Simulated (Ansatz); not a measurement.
The cell whose phonons are given is a generated cell of ScF3: the first start was made by placing the elements on the sites of a structure type, and the end was not matched to a known phase here, so it may be hypothetical.

Phonons of a relaxed structure of ScF₃ by density-functional perturbation theory (low response-accuracy setting, no LO–TO term) at Γ and zone-boundary points with q components 0 or ½ of the primitive reciprocal vectors. All values below come from PBE (plane waves to 420 eV, PAW, scalar-relativistic; Ansatz, a program for electronic structure). Γ-centred k-mesh 8×8×8, Fermi–Dirac smearing 0.05 eV.

```
CELL_PARAMETERS angstrom
     -2.23406     2.23406     2.23406
      2.23406    -2.23406     2.23406
      2.23406     2.23406    -2.23406
ATOMIC_POSITIONS crystal
  F  0.00000 0.50000 0.50000
  F  0.50000 0.50000 0.00000
  F  0.50000 0.00000 0.50000
  Sc 0.00000 0.00000 0.00000
```

Space group Im-3m (No. 229), AFLOW prototype A3B_cI8_229_b_a (as in H3S).

### Question
Is this structure dynamically stable at those wavevectors?

### Answer
It is dynamically unstable: imaginary modes at Γ (406i cm⁻¹), N (½, 0, 0) (377i cm⁻¹), H (½, ½, ½) (396i cm⁻¹).

### Question
Give the phonon wavenumbers.

### Answer
| q | wavenumbers (cm⁻¹; i marks imaginary) |
|---|---|
| Γ | 406i (×3), 116i (×3), 0 (×3), 556 (×3) |
| N (½, 0, 0) | 377i, 330i, 139i, 87, 106 (×2), 279, 396, 396, 426, 429, 560 |
| H (½, ½, ½) | 396i (×3), 152i (×3), 128 (×3), 563 (×3) |

### Question
The atoms are displaced along the most unstable mode at Γ (one member of a degenerate set) (largest move 0.15 Å) and cell and atoms are relaxed. What results?

### Answer
The pattern moves F by 1.00, Sc by 0.22 (largest amplitude of each element, relative to the largest of all) and lowers the symmetry to I4mm (No. 107) in a cell of 4 atoms. On relaxation it does not go back: it reaches I4mm (No. 107), 813 meV/atom below the parent; volume +80.6 %; gap 1.95 → 6.37 eV (no spin-orbit coupling). The new group is polar.

```cif
data_F6Sc2
_chemical_formula_sum 'F6 Sc2'
_space_group_name_H-M_alt 'I4mm'
_space_group_IT_number 107
_space_group_name_Hall 'I 4 -2'
_cell_length_a 3.97117
_cell_length_b 3.97117
_cell_length_c 10.21497
_cell_angle_alpha 90.000
_cell_angle_beta 90.000
_cell_angle_gamma 90.000
loop_
_atom_site_label
_atom_site_type_symbol
_atom_site_symmetry_multiplicity
_atom_site_Wyckoff_symbol
_atom_site_fract_x
_atom_site_fract_y
_atom_site_fract_z
_atom_site_occupancy
F1 F 4 b 0.00000 0.50000 0.05711 1
F2 F 2 a 0.00000 0.00000 0.27778 1
Sc1 Sc 2 a 0.00000 0.00000 0.09785 1
```
(The calculation used a cell of 4 atoms; values per cell refer to that cell.)

### Question
The atoms are displaced along the most unstable mode at H (½, ½, ½) (one member of a degenerate set) (largest move 0.15 Å) and cell and atoms are relaxed. What results?

### Answer
The pattern moves F by 1.00, Sc by 0.24 (largest amplitude of each element, relative to the largest of all) and lowers the symmetry to P4/nmm (No. 129) in a cell of 8 atoms. On relaxation it does not go back: it reaches P4/nmm (No. 129), 824 meV/atom below the parent; volume +35.7 %; gap 1.95 → 5.79 eV (no spin-orbit coupling).

```cif
data_F6Sc2
_chemical_formula_sum 'F6 Sc2'
_space_group_name_H-M_alt 'P4/nmm :1'
_space_group_IT_number 129
_space_group_name_Hall 'P 4ab 2ab -1ab'
_cell_length_a 3.89023
_cell_length_b 3.89023
_cell_length_c 7.99624
_cell_angle_alpha 90.000
_cell_angle_beta 90.000
_cell_angle_gamma 90.000
loop_
_space_group_symop_operation_xyz
  'x, y, z'
  '-y+1/2, x+1/2, z'
  '-x, -y, z'
  'y+1/2, -x+1/2, z'
  'x+1/2, -y+1/2, -z'
  '-y, -x, -z'
  '-x+1/2, y+1/2, -z'
  'y, x, -z'
  '-x+1/2, -y+1/2, -z'
  'y, -x, -z'
  'x+1/2, y+1/2, -z'
  '-y, x, -z'
  '-x, y, z'
  'y+1/2, x+1/2, z'
  'x, -y, z'
  '-y+1/2, -x+1/2, z'
loop_
_atom_site_label
_atom_site_type_symbol
_atom_site_symmetry_multiplicity
_atom_site_Wyckoff_symbol
_atom_site_fract_x
_atom_site_fract_y
_atom_site_fract_z
_atom_site_occupancy
F1 F 4 f 0.00000 0.00000 0.29209 1
F2 F 2 c 0.50000 0.00000 0.01774 1
Sc1 Sc 2 c 0.00000 0.50000 0.21590 1
```

No spin polarisation in the result.
